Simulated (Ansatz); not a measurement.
Given:

AlRh:
```cif
data_AlRh
_chemical_formula_sum 'Al1 Rh1'
_space_group_name_H-M_alt 'Pm-3m'
_space_group_IT_number 221
_space_group_name_Hall '-P 4 2 3'
_cell_length_a 2.94834
_cell_length_b 2.94834
_cell_length_c 2.94834
_cell_angle_alpha 90.000
_cell_angle_beta 90.000
_cell_angle_gamma 90.000
loop_
_atom_site_label
_atom_site_type_symbol
_atom_site_symmetry_multiplicity
_atom_site_Wyckoff_symbol
_atom_site_fract_x
_atom_site_fract_y
_atom_site_fract_z
_atom_site_occupancy
Al1 Al 1 a 0.00000 0.00000 0.00000 1
Rh1 Rh 1 b 0.50000 0.50000 0.50000 1
```

This is the LDA-relaxed structure.

Q: All from DFT-LDA in the program Ansatz with PAW potentials, unless another level is named. Predict the formation energy from the elements (no fitted shifts).

A: -108 kJ/mol-atom.

Q: Next, the density of states at the Fermi level?

A: 0.22 states/eV per atom (mean over ±0.08 eV).

The first step of the workflow began from a Materials Project structure, measured or hypothetical; the Crystallography Open Database copy checked does not list it. Whether it is the stable phase at ambient conditions was not checked. The LDA relaxation kept the symmetry of its start; whether a distortion lowers the energy is not shown. The run is not spin-polarised. The references are the lowest solids computed at this level, not always the standard phases. Spin–orbit coupling is left out wherever it is not named.

Potentials: the earlier of the program's two PAW sets. The files were generated under PBE; for other functionals the program regenerates the frozen cores, and for LDA and PBEsol the local potential too.
